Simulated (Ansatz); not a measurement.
PtS$_{2}$ (CdI2 type)

```
CELL_PARAMETERS angstrom
      7.11862     0.00000     0.00000
     -1.77966     3.08245     0.00000
      0.00000     0.00000     4.38472
ATOMIC_POSITIONS crystal
  Pt 0.00000 0.00000 0.00000
  Pt 0.50000 0.00000 0.00000
  S  0.33333 0.33333 0.27118
  S  0.83333 0.33333 0.27118
  S  0.16667 0.66667 0.72882
  S  0.66667 0.66667 0.72882
```

Scan: atom 6 (S, nearest neighbour Pt at 2.374 Å; its periodic images, 3.6 Å or more away, move with it) is displaced along Cartesian [111], direction (0.577, 0.577, 0.577) in Cartesian axes, by s. The other atoms stay.

Method: PBEsol-D3(BJ) (plane waves to 420 eV, PAW, scalar-relativistic; Ansatz, a program for electronic structure). k mesh 6×12×9 (Γ-centred), Fermi-Dirac smearing 0.05 eV. E stands for the smeared free energy. With partly filled bands, energies and forces of such displacements shift with the k mesh and the smearing. PtS2 is run without spin polarisation. PtS2 was relaxed with its symmetry unable to fall. Spin-orbit coupling is left out, though Pt is heavy. The zero of ΔE is the undisplaced structure.

The scan covers s from -0.470 to 0.470 Å in 11 points.

### Question
Is this a single well or a double well?

### Answer
A single well with its minimum at or next to zero displacement.

### Question
Is the energy the same for displacements of ±0.470 Å, and if not, which side lies higher?

### Answer
Not even: the positive side lies higher at ±0.470 Å. With its periodic images moving along, the atom's site symmetry in this cell is m.

### Question
What force acts on the atom along the line at s = -0.470 Å?

### Answer
2.20 eV/Å.

### Question
What is the energy change at s = 0.470 Å?

### Answer
2243 meV/cell.

### Question
What is the force constant k = d²E/ds² of this move at s = 0?

### Answer
11.2 eV/Å².

(For displaced atoms, the force is minus the slope of the energy, and its curvature is a force constant, which sets phonon frequencies.)
